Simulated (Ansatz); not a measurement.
A relaxed cell of NaBI4 is given with its symmetry left out. The cell was found from a structure generator's guess, not taken from experiment.

Computed with DFT PBE, scalar-relativistic, plane waves, PAW (Ansatz). Cutoff 420 eV, Γ-centred mesh, Gaussian smearing, no spin polarisation.

```xyz
12
Lattice="7.1521 0.0000 0.0000 3.0873 6.4559 0.0000 1.3607 0.8037 11.5293" Properties=species:S:1:pos:R:3 pbc="T T T"
Na    0.1498    0.1094    0.5839
Na    5.6166    3.5589    5.1903
B     4.7130    2.9684    0.1757
B     1.0806    0.6744    5.5876
I     5.2391    6.0220    7.2373
I     5.3070    2.0079    2.1581
I     6.6112    2.3210   10.0608
I     4.7909    6.1819    3.6083
I     2.4954    3.3964    0.1753
I     5.9999    0.4892    5.8945
I     7.1979    5.7082   11.3838
I     8.7991    2.8605    5.5908
```

The zero of energy is the elements' standard structures at the same level; no fitted shifts are applied.

Problem. Find its symmetry and describe it.

Solution. P1 (No. 1). Conventional cell: a = 7.152 Å, b = 7.156 Å, c = 11.637 Å, α = 83.5°, β = 83.3°, γ = 64.4°. Around Na on its first site lie 5 I at 3.17–3.42 Å, 2 B at 3.88–3.91 Å and 1 I at 4.06 Å; around Na on its second site lie 5 I at 3.17–3.42 Å, 2 B at 3.87–3.91 Å and 1 I at 4.05 Å; B on its first site has 4 I at 2.26–2.28 Å and 2 Na at 3.88–3.91 Å; I on its first site is surrounded by 1 B at 2.26 Å and 1 Na at 3.22 Å; 8 more sites not described.

Problem. How far does it lie from the elements in energy?

Solution. −0.445 eV/atom. It lies below the elements, which doesn't yet make it stable against other compounds or structures.

Problem. Is it a metal?

Solution. No, the gap on the 4×4×2 mesh is 3.07 eV.

The last run used a 4×4×2 mesh (in the run's order of axes) for its 12-atom cell and Gaussian smearing of 0.02 eV. Weakly bound directions are ill-defined at this level, which has no dispersion term. Spin–orbit coupling, which can matter for I, is left out. Kohn–Sham gaps at this level usually fall short of measured ones. The missing spin–orbit coupling can work the other way here. The reference form of I is held partly by dispersion forces, which this level lacks. This cell was reached by moving the atoms of another relaxed cell at random and relaxing again, last within the group found; it had no such test of its own.
